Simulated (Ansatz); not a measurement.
VRu (Pm-3m), Ansatz 0.2.0, DFT, LDA, PAW with Ansatz's default frozen-core files, scalar-relativistic.

Command: `ansatz run input.yaml --threads 1 --pin off --max-ram 3072MiB --backend cpu --events-out ev --progress --plain --runs-dir out`

```yaml
crystal:
  lattice:
    - [2.99, 0.0, 0.0]
    - [0.0, 2.99, 0.0]
    - [0.0, 0.0, 2.99]
  atoms:
    - { symbol: V, position: [0.5, 0.5, 0.5], spin: 23.0 }
    - { symbol: Ru, position: [0.0, 0.0, 0.0] }
magnetization:
  spin_polarized: true
  initial_magnetization: 23.0
  spin_locking: { lock_magnetization: hard }
kpoints:
  mp_grid: { grid: [10, 10, 10] }
scf:
  occupations: { method: fermi_dirac, width: 0.1 }
  max_iter: 50
  lower_state_search: "off"
hamiltonian:
  xc: lda
  pseudopotentials: { kind: paw }
output:
  forces: true
  stress: true
  eigenvalues: true
  write_density: true
  write_potential: true
  elf: true
  volumetric_format: npy
```

Q: How does this run end?

A: The run converged. The held moment exceeds what the valence shells can carry, so semicore states are emptied in one spin channel; any energy it gives is meaningless.
```
Warning: output.stress: scf.convergence.dr2_threshold = 1e-7 eV (the SCF's general default) is looser than the 2e-10 eV advised for a printed stress (1e-10 eV for each atom of the cell: 2). What an SCF threshold leaves in a stress goes as its square root, and in the free energy as the threshold itself, and one threshold admits the most on a small cell: of the crystals measured, under no hybrid fun …
Engine: ansatz 0.2.0
Pseudopotentials: kind: paw
Pseudopotential: V, paw, valence charge 13, recommended cutoff 420 eV (normal), V.paw.azcp
Pseudopotential: Ru, paw, valence charge 16, recommended cutoff 420 eV (normal), Ru.paw.azcp
Functional definition: SPW92
  exchange = slater_x
  correlation = pw_c
Crystal: 2 atoms, lattice volume = 26.731 Å³
Basis set: ecut = 420 eV, 485 PW (Γ)
Bands: 32, of which v1, the nominal top of the filled ones, is band 15 counted from 1 (14 counted from 0)
Symmetry: 48 space group operations
Space group: Pm-3m (ITA 221), of the structure as read, at distance tolerance 3.0e-5 Å
Magnetic group: BNS 221.92 (UNI 1594), of the structure as read, at distance tolerance 3.0e-5 Å
k-points: 56 of 1000
Non-local potential: V, projectors of the file, l = 0: 3, l = 1: 2, l = 2: 3, l = 3: 1
Non-local potential: Ru, projectors of the file, l = 0: 3, l = 1: 2, l = 2: 2, l = 3: 1
PAW form: soft (Blöchl's): semilocal exchange-correlation on the pseudo side does not see the compensation charge
PAW frozen core: V, regenerated for the run's functional, and the local potential with it (the file was generated under x = pbe(κ = 0.804, μ = 0.2195149727645171), c = pbe(β = 0.06672455060314922))
PAW frozen core: Ru, regenerated for the run's functional, and the local potential with it (the file was generated under x = pbe(κ = 0.804, μ = 0.2195149727645171), c = pbe(β = 0.06672455060314922))
PAW one-centre angular grid: V, 590 points (default); XC on 64 Gauss nodes
PAW one-centre angular grid: Ru, 590 points (default); XC on 64 Gauss nodes
Initial density: superposition of atomic densities (chi_scale 0.1, normalization cell)
Starting moments: Σ|m| = 23 μB on 1 of 2 sites
Initial wavefunctions: pseudopotential atomic-orbital guess
Functional: x = slater, c = lda
SCF iter   1: F=—  HF=-8328.170566 eV  |F-HF|=—  |Δ(HF+E_count)|=         —  Δρ=5.27e-1 (↑3.46e-1 ↓5.27e-1)  dr2=3.51e1  dr2_m=4.19e1  M=23.000 μB ∫|m|=23.000 μB  β_m=0.30  ethr=3.10e-3  ⟨swp⟩=7.1  Hψ=17345  notcnv=0  defer=4
preconditioner: auto → none  [metal: Δε(μ)=0.000 eV  Ē_g=n/a eV  σ=0.100 eV  W_gap=0.00  n_scr=6 (ndim 8)  ℏωp=30.5 eV  f_vac=0.000  D(μ)=6.63/eV (n_scr^D=146)  sad-step TF]
SCF iter   2: F=—  HF=-8329.331346 eV  |F-HF|=—  |Δ(HF+E_count)|=    1.16e0  Δρ=3.86e-1 (↑2.57e-1 ↓3.86e-1)  dr2=1.92e1  dr2_m=2.27e1  M=23.000 μB ∫|m|=23.000 μB  β_m=0.65  ethr=3.10e-3  ⟨swp⟩=3.0  Hψ=8092  notcnv=0  defer=304
[...]
SCF iter   7: F=—  HF=-8329.379944 eV  |F-HF|=—  |Δ(HF+E_count)|=   8.57e-5  Δρ=1.93e-4 (↑1.93e-4 ↓7.63e-5)  dr2=3.71e-6  dr2_m=3.95e-6  M=23.000 μB ∫|m|=23.000 μB  β_m=0.78  ethr=4.58e-7  ⟨swp⟩=2.5  Hψ=5026  notcnv=0  defer=311
SCF iter   8: F=—  HF=-8329.379943 eV  |F-HF|=—  |Δ(HF+E_count)|=   3.46e-7  Δρ=2.60e-5 (↑2.60e-5 ↓9.31e-6)  dr2=7.95e-8  dr2_m=6.58e-8  M=23.000 μB ∫|m|=23.000 μB  β_m=0.84  ethr=3.45e-10  ⟨swp⟩=11.8  Hψ=24936  notcnv=0
SCF iter   9: F=-8329.379943 eV  HF=-8329.379943 eV  |F-HF|=4.67e-10  |Δ(HF+E_count)|=   1.38e-8  Δρ=2.39e-6 (↑2.39e-6 ↓9.17e-7)  dr2=5.30e-10  dr2_m=6.12e-10  M=23.000 μB ∫|m|=23.000 μB  ethr=2.74e-10  ⟨swp⟩=6.8  Hψ=16336  notcnv=0
SCF 1 converged in 9 iterations: F = -8329.379943 eV  dr2 = 5.30e-10
  greatest PAW one-centre occupation: 1.658 electrons in one spin orbital (limit 2), on the Ru atom at site 1 (counted from 0), in its partial waves of l = 1
SCF converged after 9 iterations
[...]
Harris-Foulkes:  -8329.379943 eV  (|F-HF|=4.67e-10)
Internal energy: -8329.173375 eV  (E = F + TS)
E sigma→0 (E₀):  -8329.276659 eV
Entropy (-TS):   -0.206568 eV (-103.284 meV/atom)
Fermi energy:    4.936116 (↑ 37.580445, ↓ -27.721898) eV
--- Per-component energies (eV) ---
  E_band       = -44.336802
  E_kinetic    = 919.214084
  E_local      = -1958.053263  (includes V_loc(G=0)·N_el)
  E_nonlocal   = 456.990446
  E_hartree    = 691.518757
  E_xc         = -322.325840
  E_vxc        = -410.557598  (∫ρ·V_xc dr)
  E_paw        = -4410.473555  (= ΣΔE_a)
  E_vpaw       = -434.967021  (= ΣTr[D̂ρ^β])
  E_aug_tail   = 0.000040  (compensation charges beyond the density's cutoff)
  E_ewald      = -3706.961879
  E_core_change = 0.917835  (= ΣΔE_core)
  E_smearing   = -0.206568  (= −TS)
  E_closure    = -0.000000  (closes the sum)
  Σ components = -8329.379943   (vs F -8329.379943, Δ=0.00e0)
--- Forces (eV/Å), atoms counted from 1 ---
  atom   1  V      0.00000000    -0.00000000    -0.00000000
  atom   2  Ru    -0.00000000    -0.00000000    -0.00000000
  max |Σ_I F_I| component: 3.42e-29 eV/Å
--- Stress (GPa, compression-positive) ---
      487.858612       0.000000       0.000000
        0.000000     487.858612       0.000000
        0.000000       0.000000     487.858612
  P = ⅓ Tr σ = 487.8586 GPa (4878.586 kbar)
--- Band table (eV; the first three rows and the last of 112) ---
  k-point 0 ↑: bands = ["-65.9397", "-47.8680", "-35.0983", "-35.0983", "-35.0983", "-21.7524", "-21.7524", "-21.7524", "7.7674", "7.7674", "9.4800", "9.4800", "9.4800", "10.3487", "17.0836", "17.0836", "18.5275", "18.5275", "18.5275", "27.2626", "27.2626", "27.2626", "34.4513", "34.4513", "36.5498", "36.5498", "36.5498", "38.3563", "44.4457", "46.0046", "46.0046", "48.1481"]
  k-point 1 ↑: bands = ["-65.9388", "-47.8671", "-35.1077", "-35.0973", "-35.0973", "-21.7663", "-21.7524", "-21.7524", "7.8009", "7.8879", "9.4421", "9.4421", "9.4996", "10.5570", "17.0179", "17.1258", "18.3668", "18.3668", "18.4854", "26.2953", "27.6911", "27.6911", "34.3913", "34.7803", "36.3578", "36.7566", "36.7566", "39.0202", "43.8325", "44.3986", "46.6703", "47.0915"]
  k-point 2 ↑: bands = ["-65.9366", "-47.8647", "-35.1323", "-35.0945", "-35.0945", "-21.8026", "-21.7524", "-21.7524", "7.8906", "8.1974", "9.3444", "9.3444", "9.5515", "11.1892", "16.8438", "17.2144", "17.9891", "17.9891", "18.3748", "24.2537", "28.8602", "28.8602", "34.2251", "34.8974", "35.9752", "37.2570", "37.2570", "40.7354", "41.4772", "44.2786", "45.3132", "45.3132"]
  k-point 55 ↓: bands = ["-58.5090", "-36.6825", "-27.6940", "-27.6940", "-27.6940", "-11.1167", "-11.1167", "-11.1167", "15.7838", "15.7838", "15.7838", "17.8997", "17.8997", "24.1102", "24.1102", "24.1102", "28.9625", "28.9625", "33.1992", "34.9849", "34.9849", "34.9849", "35.2470", "35.2470", "35.2470", "36.4392", "52.6045", "52.6045", "52.6045", "52.9776", "52.9776", "52.9776"]
```
